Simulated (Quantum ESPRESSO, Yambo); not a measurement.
Na3P (space group P6_3/mmc, No. 194). The geometry is that of Materials Project entry mp-1598, symmetrised and not relaxed again. Chain: PBEsol (pw.x of Quantum ESPRESSO, ONCV potentials, no spin-orbit coupling); G0W0 in Yambo (3×3×2 Γ-centred k mesh, bands 7 to 265 and a 7 Ry block in the screening, 265 bands in G with the Bruneval-Gonze terminator, plasmon pole fitted at 27.2 eV); BSE (6×6×2 mesh, 6 valence and 13 conduction bands, static screening with 100 bands and a 3 Ry block, scissor 0.65 eV, Tamm-Dancoff).

```
Item                                                                          Result
-----------------------------------------------  -----------------------------------
PBEsol gap (dense path)                                                      0.44 eV
PBEsol gap Γ → Γ on the GW mesh                                              0.44 eV
PBEsol smallest direct gap on the GW mesh, at Γ                              0.44 eV
G0W0 direct gap at that point                                                1.09 eV
G0W0 correction to the gap Γ → Γ                                             0.65 eV
lowest exciton                                   no binding energy given (see below)
```

Rough cost of the Yambo steps against G0W0 for 8 states: BSE within a factor of two.

Nearest settings tried, and what they do to the gap: 171 bands in G: -11 meV; 6 Ry block (325 vectors against 385): -13 meV; 3×3×1 mesh: -81 meV. Not varied: bands in W. So the settings aren't converged at that level. The BSE states are vertical excitations (zero momentum). The lowest state covers only about 1 of the 72 k points, so the mesh doesn't resolve it: its energy and its distance from the direct gap are mesh artefacts. An extended exciton needs a far denser mesh. Axes are Cartesian, with cell vectors (Å) (4.92, 0.00, 0.00), (-2.46, 4.26, 0.00), (0.00, 0.00, 8.77).
